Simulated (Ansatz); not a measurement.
# HfO2 from a semilocal functional to hybrids

```xyz
3
Lattice="0.0000 2.5575 2.5575 2.5575 0.0000 2.5575 2.5575 2.5575 0.0000" Properties=species:S:1:pos:R:3 pbc="T T T"
Hf    0.0000    0.0000    0.0000
O     1.2788    1.2788    1.2788
O     3.8363    3.8363    3.8363
```

All runs: Ansatz, plane waves and PAW, scalar-relativistic (no spin–orbit coupling), 4×4×4 k-mesh, Gaussian smearing of 0.05 eV, no spin polarisation. Semilocal reference PBE: gap 3.72 eV, pressure -2.5 GPa. The hybrids carry no U.

Task: Order these functionals by the gap that they give, smallest first.
A. Hartree-Fock
B. PBE0-type hybrid with an exact-exchange fraction taken as 1/ε∞
C. r2SCAN0-type hybrid with an exact-exchange fraction taken as 1/ε∞
D. HSE06-type hybrid with an exact-exchange fraction of 0.15 and a screening parameter of 0.3 Å⁻¹
E. r2SCAN50
F. PBE0
G. r2SCAN0-type hybrid with an exact-exchange fraction of 0.15

Result: D (4.51 eV), B (5.47 eV), G (5.52 eV), C (5.98 eV), F (6.06 eV), E (8.66 eV), A (13.85 eV).

Task: What are the full results?

Result: 
```
                                                                                    functional       gap  pressure (GPa)  cutoff (eV)  core-seconds
HSE06-type hybrid with an exact-exchange fraction of 0.15 and a screening parameter of 0.3 Å⁻¹   4.51 eV            -6.2          420            14
                                PBE0-type hybrid with an exact-exchange fraction taken as 1/ε∞   5.47 eV            -7.2          420            36
                                   r2SCAN0-type hybrid with an exact-exchange fraction of 0.15   5.52 eV           -10.5          500            19
                             r2SCAN0-type hybrid with an exact-exchange fraction taken as 1/ε∞   5.98 eV           -11.3          500            53
                                                                                          PBE0   6.06 eV            -8.7          420            15
                                                                                      r2SCAN50   8.66 eV           -15.0          500            22
                                                                                  Hartree-Fock  13.85 eV            -4.0          420            18
```

In the PBE0 form the gap grows almost linearly with the exact-exchange fraction, by 0.93 eV for each tenth. The dielectric-dependent PBE0 form takes the fraction 0.188 = 1/ε∞, that is ε∞ = 5.3. On shared hosts the hybrid runs at the reference's cutoff took roughly 16 to 41 times the core time of the semilocal one on the same mesh, with some more bands.

Caveats: at least one run has a pressure over 8 GPa or diagonal stresses over 5 GPa apart; core times come from shared hosts and scatter; functionals with much or all of the long-range exchange (Hartree–Fock, LC-wPBE, CAM-B3LYP) overshoot the gaps of most solids, bar the widest; gaps are read on a coarse mesh; stress loosely converged; the cell was built on a prototype listed for this compound, which may not be its ambient form.
